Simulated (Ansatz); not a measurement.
Input:

Si2Ni:
```xyz
6
Lattice="0.0000 4.2086 4.4645 2.0337 0.0000 4.4645 2.0337 4.2086 0.0000" Properties=species:S:1:pos:R:3 pbc="T T T"
Si     2.0337     5.5395     4.4645
Si     2.0337     2.8777     4.4645
Si     3.0506     4.9821     6.6967
Si     3.0506     7.6438     6.6967
Ni     0.0000     0.0000     0.0000
Ni     1.0169     2.1043     2.2322
```

This is the PBE-relaxed structure.

All from plane-wave PAW PBE (Ansatz code), unless another level is named. Predict the electronic character.

metallic (no gap).

And the density of states at the Fermi level?

0.47 states/eV per atom (mean over ±0.08 eV).

And the formation energy from the elements (no fitted shifts)?

-0.006 eV/atom.

Space group Fddd. A made-up cell: these elements were put on the sites of a structure type; neither database checked (COD, Materials Project) lists it. It is not the phase usual at ambient conditions (space group No. 225). The PBE relaxation kept the symmetry of its start; whether a distortion lowers the energy is not shown. The workflow began spin-polarised and lost its moments. The references are the lowest solids computed at this level, not always the standard phases.

Potentials: the later of the program's two PAW sets.
